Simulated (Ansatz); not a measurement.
**In3As: changing the choice of potentials or basis**

The cell as given:

The structure is cubic, space group Pm-3m (No. 221). Conventional cell: a = 4.672 Å, b = 4.672 Å, c = 4.672 Å, α = 90.00°, β = 90.00°, γ = 90.00°. In (site symmetry 4/mmm) has 8 In at 3.30 Å and 4 As at 3.30 Å as nearest neighbours. As (site symmetry m-3m) has 12 In at 3.30 Å as nearest neighbours.

The cell comes from a database or a generator and needn't be the stable form of this composition.

Kept alike: task relaxation of cell and atoms; functional PBEsol; k mesh 6 × 6 × 6; occupations fermi-dirac, width 0.05 eV; no spin polarisation. Program: Ansatz. Cutoffs run from 420 to 1415 eV. The mesh is that of the run's cell of 4 atoms. No spin-orbit coupling.

| choice of potentials or basis | volume (Å³/atom) |
| --- | --- |
| Ansatz PAW (files of its older set among them) (made for PBE) | 24.152 |
| Ansatz PAW (made for PBE) | 24.148 |
| PseudoDojo standard (PBEsol files) | 24.173 |
| PseudoDojo stringent (PBEsol files) | 24.190 |

The relaxations keep at least the cell's symmetry (Pm-3m). For a metal such a mesh leaves the last digits unconverged. Relaxations stop with a little pressure left, so the last digits of a volume or edge aren't settled.

What does the choice of potentials or basis change here?

The volume runs from 24.148 (Ansatz PAW (made for PBE)) to 24.190 Å³/atom (PseudoDojo stringent (PBEsol files)).
